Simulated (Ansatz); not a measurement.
A relaxation computed with Ansatz, from input to last step.

```yaml
crystal:
  lattice:
    - [-2.5233288566, 3.9953488196, 4.3357357693]
    - [2.5233288566, -3.9953488196, 4.3357357693]
    - [2.5233288566, 3.9953488196, -4.3357357693]
  atoms:
    - { symbol: K, position: [0.304817615, 0.554817615, 0.75] }
    - { symbol: K, position: [0.695182385, 0.445182385, 0.25] }
    - { symbol: Hg, position: [0.0997800656, 0.1617188639, 0.9380612016] }
    - { symbol: Hg, position: [0.7236576623, 0.1617188639, 0.5619387984] }
    - { symbol: Hg, position: [0.2763423377, 0.8382811361, 0.4380612016] }
    - { symbol: Hg, position: [0.9002199344, 0.8382811361, 0.0619387984] }
basis:
  ecutwfc: 420
kpoints:
  mp_grid: { grid: [8, 8, 8] }
hamiltonian:
  xc: pbesol
scf:
  occupations: { method: gaussian, width: 0.1 }
output:
  forces: true
  stress: true
  eigenvalues: true
  write_density: true
  write_potential: true
  elf: true
  volumetric_format: npy
relax:
  adjacent_minimum: "off"
  f_tol: 0.01
  max_steps: 30
  cell: { stress_tol: 0.1, fix: [volume] }
```

```bash
ansatz run input.yaml --threads 1 --pin off --max-ram 2560MiB --backend cpu --events-out ev --progress --plain --runs-dir out
```

These are results of Ansatz, DFT PBEsol, scalar-relativistic, plane waves, PAW, not measurements.

The volume is held at 0.97 times that of the relaxed cell.

Of 3 frames 2 are shown, positions in Å and forces in eV/Å; the SCF threshold varies from step to step. Steps run on the plane waves of an earlier cell, with a Pulay correction in the pressure. The basis is chosen afresh for the last frame, the zero of the energies, and at times for earlier ones too; energy and pressure can step there, also at an unchanged geometry. Where two frames share a geometry here, they differ by under 2 meV/atom and 0.3 GPa.

```xyz
6
Lattice="-2.5233 3.9953 4.3357 2.5233 -3.9953 4.3357 2.5233 3.9953 -4.3357" Properties=species:S:1:pos:R:3:forces:R:3 pbc="T T T" step=1 free_energy_over_end_meV_per_atom=0.08 pressure_GPa=0.73
K     2.5233    1.9977    0.4753    0.0000    0.0000    0.0158
K     0.0000    1.9977    3.8604    0.0000    0.0000   -0.0158
Hg    2.5233    3.5004   -2.9334    0.0000    0.0201   -0.0088
Hg    0.0000    4.4903    1.4023    0.0000   -0.0201   -0.0088
Hg    2.5233   -0.4949    2.9334    0.0000    0.0201    0.0088
Hg    0.0000    0.4949    7.2691    0.0000   -0.0201    0.0088
6
Lattice="-2.5261 3.9895 4.3373 2.5261 -3.9895 4.3373 2.5261 3.9895 -4.3373" Properties=species:S:1:pos:R:3:forces:R:3 pbc="T T T" step=3 free_energy_over_end_meV_per_atom=0.00 pressure_GPa=0.71
K     2.5261    1.9947    0.4772    0.0000    0.0000    0.0051
K     0.0000    1.9947    3.8601    0.0000    0.0000   -0.0051
Hg    2.5261    3.5001   -2.9352    0.0000    0.0061   -0.0012
Hg    0.0000    4.4789    1.4021    0.0000   -0.0061   -0.0012
Hg    2.5261   -0.4894    2.9352    0.0000    0.0061    0.0012
Hg    0.0000    0.4894    7.2724    0.0000   -0.0061    0.0012
```

It took 96 s on 1 thread of Intel(R) Xeon(R) Platinum 8488C (Sapphire Rapids), on a shared host, peak memory 0.94 GiB.

Spin–orbit coupling is left out, which can shift energies with elements as heavy as these.